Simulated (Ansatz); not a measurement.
Ca:
```yaml
crystal:
  lattice:
    - [0.00000, 2.72742, 2.72742]
    - [2.72742, 0.00000, 2.72742]
    - [2.72742, 2.72742, 0.00000]
  atoms:
    - { symbol: Ca, position: [0.00000, 0.00000, 0.00000] }
```

Relaxed with PBEsol. Special points in fractions of this cell's reciprocal vectors: Γ (0.000, 0.000, 0.000); X (0.500, 0.000, 0.500); U (0.625, 0.250, 0.625); K (0.375, 0.375, 0.750); L (0.500, 0.500, 0.500); W (0.500, 0.250, 0.750).

Problem. List the band energies nearest the Fermi level at these points for PBEsol in the plane-wave PAW code Ansatz.

Solution. In eV from the Fermi level; about four levels below and three above (degenerate sets whole), none deeper than 8.9 eV; points with the same levels are listed once.

```csv
k,below,above
Γ,-4.10,2.38 2.38 2.38
X,-0.50,0.54 1.03 4.22
U,–,0.01 0.39 0.86
L,-1.02 -0.13,2.26 2.26 4.23 4.23
W,–,0.18 0.70 0.70
```

Space group Fm-3m (fcc (Cu type)). The cell was relaxed with PBEsol under the symmetry of its start.

Potentials: the earlier of the program's two PAW sets. The files were generated under PBE; for other functionals the program regenerates the frozen cores, and for LDA and PBEsol the local potential too.
